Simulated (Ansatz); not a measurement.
Y₂Si₄Mo₃:
```
CELL_PARAMETERS angstrom
      6.84612     0.00000     0.00000
      0.00000     6.91474     0.00000
     -2.17466     0.00000     6.37447
ATOMIC_POSITIONS crystal
  Y  0.19118 0.82997 0.06269
  Y  0.80882 0.17003 0.93731
  Y  0.80882 0.32997 0.43731
  Y  0.19118 0.67003 0.56269
  Si 0.09066 0.45459 0.86919
  Si 0.90934 0.54541 0.13081
  Si 0.90934 0.95459 0.63081
  Si 0.09066 0.04541 0.36919
  Si 0.50567 0.63125 0.37273
  Si 0.49433 0.36875 0.62727
  Si 0.49433 0.13125 0.12727
  Si 0.50567 0.86875 0.87273
  Mo 0.25032 0.16221 0.74871
  Mo 0.74968 0.83779 0.25129
  Mo 0.74968 0.66221 0.75129
  Mo 0.25032 0.33779 0.24871
  Mo 0.50000 0.50000 0.00000
  Mo 0.50000 0.00000 0.50000
```

This is the r²SCAN-relaxed structure.

Question: All from DFT-r²SCAN in the program Ansatz with PAW potentials, unless another level is named. Estimate the electronic character.

Answer: metallic (no gap).

Question: Give the formation energy from the elements (no fitted shifts).

Answer: -0.70 eV/atom.

Question: Next, the density of states at the Fermi level?

Answer: 0.27 states/eV per atom (mean over ±0.08 eV).

Space group P2_1/c. The first step of the workflow began from a Materials Project structure, measured or hypothetical; the Crystallography Open Database copy checked does not list it. Its standing as an ambient phase is unchecked. The cell was relaxed with r²SCAN under the symmetry of its start; whether a distortion lowers the energy is not shown. No spin polarisation was allowed. The references are the lowest solids computed at this level, not always the standard phases. Scalar-relativistic: spin–orbit coupling is off unless named, which matters more the heavier the elements.

Potentials: the later of the program's two PAW sets.
